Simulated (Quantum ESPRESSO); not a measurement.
**Kohn-Sham bands of Ta₂N (P-31m)**

```xyz
9
Lattice="5.2966 0.0000 0.0000 -2.6483 4.5870 0.0000 0.0000 0.0000 4.9392" Properties=species:S:1:pos:R:3 pbc="T T T"
Ta    -0.8835    -1.5303    -1.2169
Ta     0.8835     1.5303     1.2169
Ta     1.7671     0.0000    -1.2169
Ta    -1.7671     0.0000     1.2169
Ta    -0.8835     1.5303    -1.2169
Ta     0.8835    -1.5303     1.2169
N     -2.6483     1.5290     2.4696
N      2.6483    -1.5290     2.4696
N      0.0000     0.0000     0.0000
```

Materials Project entry mp-1079438; symmetrised, unrelaxed at this level. Not found in the COD (Crystallography Open Database) copy used; not checked further. Computed values, not measurements, from PBEsol: Quantum ESPRESSO (norm-conserving PseudoDojo potentials, cutoff 68 Ry, no spin polarisation, no spin-orbit coupling) on a Γ-centred 4×4×4 mesh, then Wannier90. Density: 12×12×6 mesh, cold smearing 0.01 Ry. Spin-orbit coupling is left out although heavy elements are present.

Energies are relative to the Fermi level; weights are on the orthonormalised atomic waves of the pseudopotential files, averaged over the group. 93 electrons a cell are treated as valence.

Problem. Into which isolated groups do the bands fall, where do they lie and what are they made of?

Solution. 
```tsv
bands	from (eV)	to (eV)	filling	weight on atomic waves
1–6	-68.39	-68.29	filled	Ta 5s 96 %
7–24	-35.64	-34.40	filled	Ta 5p 98 %
25–27	-17.68	-15.65	filled	N 2s 66 %, Ta 5d 19 %, Ta 6s 11 %
```

No gap over 0.05 eV opens at the Fermi level at this level of theory.
